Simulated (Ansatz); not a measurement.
**Convergence of LiHPd with the plane-wave cutoff**

Method: DFT PBEsol, scalar-relativistic, plane waves, PAW (Ansatz 0.2.0).

```
Li H Pd
1.0
     2.77947    0.00000    0.00000
     0.00000    2.77947    0.00000
     0.00000    0.00000    3.90432
Li H Pd
1 1 1
Direct
  0.50000 0.50000 0.50000
  0.50000 0.50000 0.00000
  0.00000 0.00000 0.00000
```

* Γ-centred k-mesh: 16×16×12
* occupation rule: Gaussian smearing, 0.1 eV
* spin treatment: unpolarised
* valence charge of the PAW sets: Li 3, H 1, Pd 18

The atoms stay fixed while the plane-wave cutoff is varied. ΔE is the energy extrapolated to zero smearing, less that of the reference run (500 eV). The cell isn't necessarily relaxed at this level. Pressure is positive in compression and holds a correction for the finite cutoff (Pulay stress).

One run gave ΔE = 1.14 meV/atom and P = -1.78 GPa. Which plane-wave cutoff did it use, of 250, 300, 350, 420?

420 eV. All runs:

```tsv
cutoff (eV)	ΔE (meV/atom)	P (GPa)	plane waves at Γ
250	637	-1.59	263
300	79.0	-1.84	359
350	7.09	-1.75	451
420	1.14	-1.78	601
500	0.00	-1.80	767
```